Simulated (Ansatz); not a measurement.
## Slab of fcc Sb (111), 5 layers

The slab is cut from the fcc crystal, which needn't be the stable phase, as relaxed on PAW files (25.73 Å³/atom), with 16 Å of vacuum and a dipole correction:

```
CELL_PARAMETERS angstrom
3.31353 0.00000 0.00000
-1.65676 2.86960 0.00000
0.00000 0.00000 26.82190
ATOMIC_POSITIONS crystal
Sb 0.83333 0.16667 0.29826
Sb 0.16667 0.83333 0.39913
Sb 0.50000 0.50000 0.50000
Sb 0.83333 0.16667 0.60087
Sb 0.16667 0.83333 0.70174
```

Level of theory: DFT with LDA, scalar-relativistic, in Ansatz 0.2.0; a Γ-centred 14×14×1 k mesh, Fermi–Dirac smearing of 0.05 eV, no spin polarisation. LAPW: all electrons, basis error target 1 meV/atom; PAW: frozen-core files, cutoff 420 eV.

The bulk energy comes from a cell in the slab's orientation on a 14×14×5 mesh. The surface energy is (E(slab) − N·E(bulk))/2A at zero smearing, the mean of both faces; thin slabs carry quantum-size effects.

Spin–orbit coupling is left out, which matters for the heavy atoms. The PAW files were made under PBE.

Q: As cut, the LAPW slab lies 0.535 eV above 5 atoms of bulk. What surface energy is that?

A: Over two faces of 9.51 Å² it is 28.2 meV/Å², and times 16.02 J/m² per eV/Å² that gives γ = 0.451 J/m².

```tsv
method	γ as cut (J/m²)	γ relaxed (J/m²)	Φ as cut (eV)	Φ relaxed (eV)
LAPW	0.451	0.414	4.44	4.34
PAW	0.452	0.415	4.44	4.34
```

Q: How do the spacings between the planes relax?

A: From the bottom face up: d12 -4.8 % of 2.705 Å, d23 +3.8 % of 2.705 Å, d34 +3.8 % of 2.705 Å, d45 -4.8 % of 2.705 Å.

Q: What changes if relativity is switched off, at the same positions?

A: LAPW then gives: no gap, work function 4.47 eV.

Q: A 3d core hole is made on one atom of each kind in every 1×1 cell (PAW hole dataset, neutral cell, valence without spin). What does it cost by layer?

A: layer 1 527.61 eV, layer 2 527.78 eV, layer 3 527.62 eV. Shifts between layers mean more than the absolute values, and a whole layer of holes screens otherwise than one hole.
